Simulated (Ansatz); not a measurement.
## Sc: a film clamped to a substrate

All numbers below come from DFT PBEsol, scalar-relativistic, plane waves, PAW in Ansatz 0.2.0. Settings: plane waves to 420 eV, k-mesh 18×18×18 (Γ-centred), Gaussian smearing 0.15 eV. No spin polarisation. Energies are free energies at this smearing, counted from the undisturbed cell; pressure is positive in compression.

Zero of the scan (as given, not relaxed at this level; it stands at 0.5 GPa; this fcc form isn't the usual structure):

```yaml
crystal:
  lattice:
    - [0.00000, 2.27050, 2.27050]
    - [2.27050, 0.00000, 2.27050]
    - [2.27050, 2.27050, 0.00000]
  atoms:
    - { symbol: Sc, position: [0.00000, 0.00000, 0.00000] }
```

The cell (1 atom, V0 = 23.41 Å³) is strained by p along both x and y and by q along z, fractional coordinates fixed. τp = (1/V0) ∂E/∂p = (σxx + σyy)(1 + p)(1 + q) and τq = (1/V0) ∂E/∂q = σzz(1 + p)², with tension positive.

```csv
p,q,ΔE (meV/atom),τp (GPa),τq (GPa)
0.000,0.000,0.00,-0.92,-0.46
-0.025,0.000,14.80,-7.32,-2.79
0.025,0.000,7.07,4.67,1.69
0.000,-0.025,5.19,-3.25,-2.40
0.000,0.025,1.66,1.22,1.35
```

**Question.** Get the second derivatives of the energy density.

**Answer.** Central differences give A = ∂τp/∂p = 240 GPa (C11 + C22 + 2 C12), C = ∂τq/∂q = 75 GPa (C33) and the cross term B = ∂τq/∂p = 90 GPa (C13 + C23); ∂τp/∂q = 89 GPa must equal B, and any difference shows higher-order terms. The ions are clamped. In a cubic crystal C11 = C = 75, C12 = B/2 = 45 GPa and A should be 2(C11 + C12) = 240 GPa; the bulk modulus is (C11 + 2 C12)/3 = 55 GPa.

**Question.** A film of this crystal grows with z along the normal on a substrate that imposes p. How does its thickness respond, and what does the misfit cost?

**Answer.** Count p and q from the stress-free cell. A free surface needs τq = 0, so q = −(B/C) p = -1.19 p. The energy density left is (A − B²/C) p²/2 = M p², with the biaxial modulus M = 66 GPa; a misfit of 1 % costs 0.97 meV/atom, against 1.75 meV/atom if the thickness were held.

In a metal these slopes depend on the k mesh and the smearing.